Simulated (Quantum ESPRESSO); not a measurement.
# Cheap against tight settings: CsCl

```yaml
crystal:
  lattice:
    - [4.14370, 0.00000, 0.00000]
    - [0.00000, 4.14370, 0.00000]
    - [0.00000, 0.00000, 4.14370]
  atoms:
    - { symbol: Cs, position: [0.00000, 0.00000, 0.00000] }
    - { symbol: Cl, position: [0.50000, 0.50000, 0.50000] }
```
The geometry is a computed Materials Project entry, not a measured one. It is CsCl in Pm-3m. Stability against distortions was not tested.

Method: σ by GIPAW with PBE in a modified build of Quantum ESPRESSO, on JTH PAW datasets. The cutoff rises from row to row, with the meshes as listed. Costs are rough, from a shared machine. These are absolute shieldings with no macroscopic susceptibility term; δ = σ_ref − σ needs a reference computed alike. No spin–orbit coupling; Cs is the heaviest element present. No d partial waves on Cl: the paramagnetic term there is incompletely reconstructed.

```tsv
setting	cutoff (Ha)	k-mesh
A	13	3×3×3 through Γ
B	15	3×3×3 shifted
C	25	4×4×4 shifted
D	35	6×6×6 shifted
```

Task: From which setting on does σ_iso Cs (ppm) stay within 2 of the tightest run?

Result: From D on (only the tightest run itself). Differences from the tightest run: A -124.0, B 36.3, C 9.2.

```
setting  cutoff (Ha)           k-mesh  σ_iso Cs (ppm)  σ_iso Cl (ppm)  f-sum rule missed by (%)  rough cost ratio
-------  -----------  ---------------  --------------  --------------  ------------------------  ----------------
A                 13  3×3×3 through Γ          5256.5           743.2                      0.19           about 1
B                 15    3×3×3 shifted          5416.8           829.3                      0.27           about 1
C                 25    4×4×4 shifted          5389.6           805.6                      0.04                 2
D                 35    6×6×6 shifted          5380.5           798.3                      0.00                 9
```
